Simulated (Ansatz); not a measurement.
ScBe5:
```xyz
6
Lattice="4.5350 0.0000 0.0000 -2.2675 3.9274 0.0000 0.0000 0.0000 3.5066" Properties=species:S:1:pos:R:3 pbc="T T T"
Sc     0.0000     0.0000     0.0000
Be     0.0000     2.6183     0.0000
Be     2.2675     1.3091     0.0000
Be     2.2675     0.0000     1.7533
Be     1.1337     1.9637     1.7533
Be    -1.1337     1.9637     1.7533
```

Relaxed with r²SCAN. Special points in fractions of this cell's reciprocal vectors: Γ (0.000, 0.000, 0.000); M (0.500, 0.000, 0.000); K (0.333, 0.333, 0.000); A (0.000, 0.000, 0.500); L (0.500, 0.000, 0.500); H (0.333, 0.333, 0.500).

List the band energies nearest the Fermi level at these points for plane-wave PAW r²SCAN (Ansatz code).

In eV from the Fermi level; about four levels below and three above (degenerate sets whole), none deeper than 8.9 eV; points with the same levels are listed once.

```json
[
 {"k": "Γ", "below": "-2.75 -2.75 -1.46 -0.78 -0.78", "above": "0.08 2.97 2.97"},
 {"k": "M", "below": "-7.25 -3.14 -3.10 -0.91", "above": "0.72 0.91 1.56"},
 {"k": "K", "below": "-7.19 -7.19 -5.48 -0.15 -0.15", "above": "0.07 0.07 0.35"},
 {"k": "A", "below": "-2.22 -2.22 -1.06 -1.06", "above": "3.61 4.02 4.02"},
 {"k": "L", "below": "-4.71 -1.56 -1.42 -1.22", "above": "1.06 1.91 3.21"},
 {"k": "H", "below": "-4.58 -4.58 -2.91 -2.47", "above": "1.24 1.24 1.99 1.99"}
]
```

Space group P6/mmm. The first step of the workflow began from a Materials Project structure, measured or hypothetical; the Crystallography Open Database copy checked does not list it. Its standing as an ambient phase is unchecked. The cell keeps a stress of up to 0.2 GPa. The r²SCAN relaxation kept the symmetry of its start; whether a distortion lowers the energy is not shown. No spin polarisation was allowed.

Potentials: the later of the program's two PAW sets.
